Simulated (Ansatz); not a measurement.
CaTiN$_{2}$ in space group Pna2_1 (No. 33; Ca on 4a, Ti on 4a, N on 4a, N on 4a), the program Ansatz at the r²SCAN level (PAW). The conduction-band minimum lies on the Γ–X line, 58 % of the way from Γ, with 2 equivalent valleys. Second derivatives d²E/dk² of the lowest band at one valley (eV·Å²), along Cartesian directions:

| direction | d²E/dk² |
|---|---|
| [100] | 5.049 |
| [010] | 1.607 |
| [001] | 17.75 |
| [110] | 3.328 |
| [101] | 11.40 |
| [011] | 9.679 |

Q: Find the principal effective masses, the density-of-states mass and the conductivity mass.

A: Off-diagonal terms follow from H_xy = H[110] − (H_xx + H_yy)/2, and m*/mₑ = 7.620 eV·Å² over each eigenvalue: 0.43, 1.5, 4.7. One valley's DOS mass (m₁m₂m₃)^(1/3) = 1.5, conductivity mass 3/(Σ 1/mᵢ) = 0.94 mₑ.

Q: What effective density of states Nc follows at 300 K for parabolic valleys?

A: Nc = 2.509e19 × 2 × (1.5)^(3/2) ≈ 9.2e19 cm⁻³.

The start of the workflow was typed in or built on a structure type; neither database checked (COD, Materials Project) lists it. COD files the formula under space group No. 31, 59, so this cell is another polymorph or a model. Whether it is the stable phase at ambient conditions was not checked. The cell was relaxed with r²SCAN under the symmetry of its start; its stability against distortions is not shown here. The workflow began spin-polarised and lost its moments.

Potentials: the earlier of the program's two PAW sets.

Edges and masses are those of Kohn–Sham bands, whose gap is no quasiparticle gap.
